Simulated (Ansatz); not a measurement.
Relaxed candidate structures of Bi2Te3:

A. R-3m, hexagonal axes (No. 166), hR5; a = b = 4.315 Å, c = 29.619 Å, α = β = 90.00°, γ = 120.00°; Bi 6c (0.000, 0.000, 0.401); Te 3a (0.000, 0.000, 0.000); Te 6c (0.000, 0.000, 0.207)

B. P-3m1 (No. 164), hP5; a = b = 4.2724 Å, c = 10.2689 Å, α = β = 90.00°, γ = 120.00°; Te 2d (0.667, 0.333, 0.133); Bi 2d (0.333, 0.667, 0.304); Te 1b (0.000, 0.000, 0.500)

### Question
Put the candidates in order of energy per atom, lowest first, for PBEsol-D3(BJ) (plane waves to 420 eV, PAW, scalar-relativistic; Ansatz, a first-principles code).

### Answer
A (reference, the lowest among the structures calculated here), B (+0.023 eV/atom)

Each run could gain symmetry but not lose that of its start, so entries can be saddle points. From databases, or of a type measured for this composition: R-3m, hR5; the others are generated cells (placed on structure types, drawn at random, substituted or restacked) that were not matched to a known phase here. Energies are at zero temperature and pressure, without zero-point motion. The runs use different k-meshes, so differences are rounded accordingly. No spin polarisation in the result. Spin-orbit coupling is missing; with elements this heavy it can move band edges by tenths of an eV or more.
